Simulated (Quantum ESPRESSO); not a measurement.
```yaml
crystal:
  lattice:
    - [4.00768, 0.00000, 0.00000]
    - [0.00000, 4.00768, 0.00000]
    - [0.00000, 0.00000, 4.00768]
  atoms:
    - { symbol: Ba, position: [0.50000, 0.50000, 0.50000] }
    - { symbol: Ti, position: [0.00000, 0.00000, 0.00000] }
    - { symbol: O, position: [0.50000, 0.00000, 0.00000] }
    - { symbol: O, position: [0.00000, 0.50000, 0.00000] }
    - { symbol: O, position: [0.00000, 0.00000, 0.50000] }
```
The cell comes from the Materials Project (a computed structure). It is BaTiO3 in Pm-3m. Stability against distortions was not tested. The run has no spin polarisation.

With PBE (a modified build of Quantum ESPRESSO; gradients by PAW reconstruction on its ground state; JTH PAW datasets, 22.5 Ha):

```csv
quantity,PBE
Vzz O (a.u.),0.259
```

Cores are frozen. Against all-electron runs on small test molecules, this scheme's |Vzz| missed by −2 to +6 % on O.

### Question
What does the LDA, on its own JTH datasets and the same geometry, give?

### Answer
```json
[
 {"quantity": "Vzz O (a.u.)", "LDA": "0.226", "LDA − PBE": "-0.033"}
]
```
